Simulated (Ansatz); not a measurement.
Relaxation of a relaxed Ti cell displaced along its unstable phonon at q = (½, 0, 0) of its primitive reciprocal cell (191i cm⁻¹), largest move 0.15 Å; 2 atoms in the cell, which starts as Cmcm (No. 63), oS4; a = 3.253 Å, b = 4.600 Å, c = 4.600 Å, α = 90.00°, β = 90.00°, γ = 90.00°. All values below come from r2SCAN (plane waves to 500 eV, PAW, scalar-relativistic; Ansatz, an electronic-structure program). Γ-centred k-mesh 7×14×14 on the run's cell (coarser than for final values), Fermi–Dirac smearing 0.05 eV. This is the first round of the run. 

The optimiser's lines from the output (shortened; P is positive under compression):

```
relax step   1: F+E_penalty+E_count = -5008.56802157 eV  Δ(F+E_penalty+E_count) = +0.000e0 eV  max|allowed force component| = 2.262e-1 eV/Å  Δτ_max = 0.0000 Å  P = +0.098 GPa  Ω = 34.421 Å³  (6 SCF iters, dr2 threshold 1.00e-7 eV, accepted)
relax step   2: F+E_penalty+E_count = -5008.62124077 eV  Δ(F+E_penalty+E_count) = -5.322e-2 eV  max|allowed force component| = 2.861e-1 eV/Å  Δτ_max = 0.1950 Å  P = +1.081 GPa  Ω = 34.354 Å³  (7 SCF iters, dr2 threshold 2.00e-7 eV, accepted)
relax step   3: F+E_penalty+E_count = -5008.70922703 eV  Δ(F+E_penalty+E_count) = -8.799e-2 eV  max|allowed force component| = 4.931e-2 eV/Å  Δτ_max = 0.0135 Å  P = +1.432 GPa  Ω = 34.201 Å³  (7 SCF iters, dr2 threshold 2.00e-7 eV, accepted)
relax step   4: F+E_penalty+E_count = -5008.74070446 eV  Δ(F+E_penalty+E_count) = -3.148e-2 eV  max|allowed force component| = 7.290e-2 eV/Å  Δτ_max = 0.0357 Å  P = +1.276 GPa  Ω = 34.247 Å³  (6 SCF iters, dr2 threshold 2.00e-7 eV, accepted)
relax step   5: F+E_penalty+E_count = -5008.74531151 eV  Δ(F+E_penalty+E_count) = -4.607e-3 eV  max|allowed force component| = 1.370e-2 eV/Å  Δτ_max = 0.0089 Å  P = -0.843 GPa  Ω = 34.868 Å³  (5 SCF iters, dr2 threshold 2.00e-7 eV, accepted)
relax step   6: F+E_penalty+E_count = -5008.74639271 eV  Δ(F+E_penalty+E_count) = -1.081e-3 eV  max|allowed force component| = 4.358e-3 eV/Å  Δτ_max = 0.0052 Å  P = +0.168 GPa  Ω = 34.567 Å³  (5 SCF iters, dr2 threshold 2.00e-7 eV, accepted)
relax step   7: F+E_penalty+E_count = -5008.74640532 eV  Δ(F+E_penalty+E_count) = -1.261e-5 eV  max|allowed force component| = 1.006e-3 eV/Å  Δτ_max = 0.0017 Å  P = -0.019 GPa  Ω = 34.622 Å³  (4 SCF iters, dr2 threshold 1.16e-7 eV, accepted)
relax step   8: F+E_penalty+E_count = -5008.74641101 eV  Δ(F+E_penalty+E_count) = -5.697e-6 eV  max|allowed force component| = 1.721e-4 eV/Å  Δτ_max = 0.0005 Å  P = +0.001 GPa  Ω = 34.616 Å³  (5 SCF iters, dr2 threshold 6.13e-9 eV, accepted)
relax step   9: F+E_penalty+E_count = -5008.74688923 eV  Δ(F+E_penalty+E_count) = -4.782e-4 eV  max|allowed force component| = 1.066e-4 eV/Å  Δτ_max = 0.0000 Å  P = -0.003 GPa  Ω = 34.616 Å³  stress off target by 2.18e-2 GPa  SCF on the basis re-selected at this cell (its energy is not comparable with the rows above)  (7 SCF iters)
relax step  10: F+E_penalty+E_count = -5008.74689034 eV  Δ(F+E_penalty+E_count) = -1.113e-6 eV  max|allowed force component| = 5.280e-5 eV/Å  Δτ_max = 0.0002 Å  P = -0.000 GPa  Ω = 34.615 Å³  (4 SCF iters, dr2 threshold 1.18e-9 eV, accepted)
relax step  11: F+E_penalty+E_count = -5008.74688965 eV  Δ(F+E_penalty+E_count) = +6.936e-7 eV  max|allowed force component| = 5.333e-5 eV/Å  Δτ_max = 0.0000 Å  P = -0.000 GPa  Ω = 34.615 Å³  stress off target by 1.67e-3 GPa  SCF on the basis re-selected at this cell (its energy is not comparable with the rows above)  (4 SCF iters)
```

From the first to the last row the energy changes by -0.09 eV/atom and the volume by +0.6 %. The last row is marked as not comparable with the walk above it, whose basis was carried along; it does compare with step 1, since both stand on a basis selected at the nominal cutoff for their own cell.

Later rounds, restarted from the end of this one on a renewed k-mesh, logged 3 more steps and released under 0.01 eV/atom more. The final structure after all rounds: P6₃/mmc (No. 194), hP2, hcp (Mg type); a = b = 2.936 Å, c = 4.636 Å, α = β = 90.00°, γ = 120.00°. Between re-selections the logged energies stand on a plane-wave basis carried along with the cell. No spin polarisation in the result.

The run could not lose the symmetry of its start.
